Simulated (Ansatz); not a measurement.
Pt: eigenvalues along the path

```
Pt
1.0
     0.00000    1.95790    1.95790
     1.95790    0.00000    1.95790
     1.95790    1.95790    0.00000
Pt
1
Direct
  0.00000 0.00000 0.00000
```

The geometry is COD entry 9012957, unchecked; take it as a test cell. It is an old determination, and later ones may differ.

Method: Ansatz 0.2.0, DFT, PBE, all-electron LAPW, Dirac equation with spin-orbit coupling.

The runs use a Γ-centred 18×18×18 k mesh, Fermi–Dirac smearing of 0.03 eV, basis error target 0.5 meV/atom, no spin polarisation.

Path points, in fractions of the reciprocal vectors: Γ (0.000, 0.000, 0.000), X (0.500, 0.000, 0.500), U (0.625, 0.250, 0.625), K (0.375, 0.375, 0.750), L (0.500, 0.500, 0.500), W (0.500, 0.250, 0.750). Levels in eV from the Fermi level, one of each degenerate spinor pair; bands 33 to 47, counted from the lowest band of the run. The gap is zero.

```
# k(1/Å) point b33 b35 b37 b39 b41 b43 b45 b47
0.000 Γ -10.37 -4.37 -4.37 -3.39 -1.55 -1.55 14.50 18.91
0.321 - -9.84 -4.55 -4.15 -3.25 -1.88 -1.42 15.33 18.22
0.642 - -8.42 -5.21 -3.72 -2.55 -2.33 -1.04 17.46 17.49
0.963 - -7.10 -6.02 -3.17 -1.58 -1.44 -0.43 14.14 16.14
1.284 - -7.10 -6.62 -1.02 -0.53 -0.08 0.46 10.90 12.56
1.605 X -7.29 -6.84 -0.26 0.07 1.04 1.42 8.91 10.56
1.718 - -7.24 -6.79 -0.44 -0.17 0.76 2.08 8.73 10.62
1.831 - -7.11 -6.66 -1.09 -0.42 0.56 3.07 8.22 10.67
1.945 - -6.92 -6.42 -1.81 -0.71 0.36 4.14 7.49 10.56
2.058 - -6.71 -6.09 -2.49 -1.06 0.14 5.23 6.67 10.32
2.172 U -6.49 -5.70 -3.10 -1.43 -0.12 5.58 6.62 10.04
2.368 - -6.23 -5.48 -3.64 -1.71 -0.11 5.48 6.90 10.19
2.565 - -5.80 -5.30 -4.35 -1.96 -0.01 5.71 6.73 10.75
2.761 - -5.80 -5.30 -4.35 -1.96 -0.01 5.71 6.73 10.75
2.958 - -6.23 -5.48 -3.64 -1.71 -0.11 5.48 6.90 10.19
3.154 K -6.49 -5.70 -3.10 -1.43 -0.12 5.58 6.62 10.04
3.495 - -5.84 -4.90 -4.36 -2.37 -1.02 3.32 9.51 10.40
3.835 - -6.44 -5.01 -4.32 -2.72 -1.96 1.16 11.44 14.07
4.176 - -8.23 -4.87 -4.03 -2.75 -2.35 -0.73 14.52 16.56
4.516 - -9.78 -4.48 -4.21 -3.24 -1.82 -1.48 15.38 17.30
4.856 Γ -10.37 -4.37 -4.37 -3.39 -1.55 -1.55 14.50 18.91
5.134 - -9.97 -4.41 -4.28 -3.30 -1.69 -1.55 15.10 17.59
5.412 - -8.92 -4.54 -4.17 -3.02 -1.87 -1.38 14.71 16.21
5.690 - -7.86 -4.26 -4.04 -3.11 -1.37 -0.77 11.39 15.69
5.968 - -7.53 -4.45 -3.42 -2.24 -0.58 -0.02 7.84 14.49
6.246 L -7.52 -4.54 -3.53 -0.74 -0.32 0.33 5.89 14.05
6.473 - -7.28 -4.56 -3.52 -1.92 -0.07 1.46 5.79 14.46
6.700 - -6.65 -4.85 -3.44 -2.81 -0.17 3.32 5.60 14.95
6.927 - -5.86 -5.33 -4.10 -2.31 -0.23 5.27 5.53 12.95
7.154 - -5.76 -5.13 -4.59 -1.98 0.13 5.97 7.07 10.23
7.381 W -5.90 -4.92 -4.67 -2.01 0.47 7.07 7.43 8.81
7.541 - -6.09 -5.53 -3.91 -1.76 0.48 6.54 7.27 9.40
7.701 - -6.50 -6.09 -2.92 -1.21 0.51 5.25 7.54 10.13
7.862 - -6.91 -6.50 -1.82 -0.65 0.57 3.84 8.02 10.57
8.022 - -7.19 -6.75 -0.71 -0.26 0.70 2.46 8.59 10.65
8.183 X -7.29 -6.84 -0.26 0.07 1.04 1.42 8.91 10.56
```
